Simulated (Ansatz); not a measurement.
BAs in space group P-6m2 (No. 187; B on 1a, As on 1f) at seven volumes, the program Ansatz at the PBEsol level (PAW), shape and atoms relaxed at each. One row is withheld.

| V (Å³/atom) | P (GPa) |
|---|---|
| 11.286 | 14.30 |
| 11.658 | 8.96 |
| 12.030 | 4.12 |
| 12.402 | 0.00 |
| 12.774 | ? |
| 13.146 | -6.44 |
| 13.518 | -9.04 |

**Question.** Fit the shown pressures and predict the withheld one.

**Answer.** P = (3/2)B₀(x^(7/2) − x^(5/2))[1 + (3/4)(B′ − 4)(x − 1)] with x = (V₀/V)^(2/3). Least squares on the six rows gives V₀ = 12.409 Å³/atom, B₀ = 125 GPa, B′ = 3.98. At V = 12.774, x = 0.9809 and P = -3.42 GPa. The run itself gave -3.46 GPa.

A made-up cell: these elements were put on the sites of a structure type; neither database checked (COD, Materials Project) lists it. It is not the phase usual at ambient conditions (space group No. 216). The PBEsol relaxation kept the symmetry of its start. At this level the phase is dynamically unstable (imaginary phonons).

Potentials: the later of the program's two PAW sets.
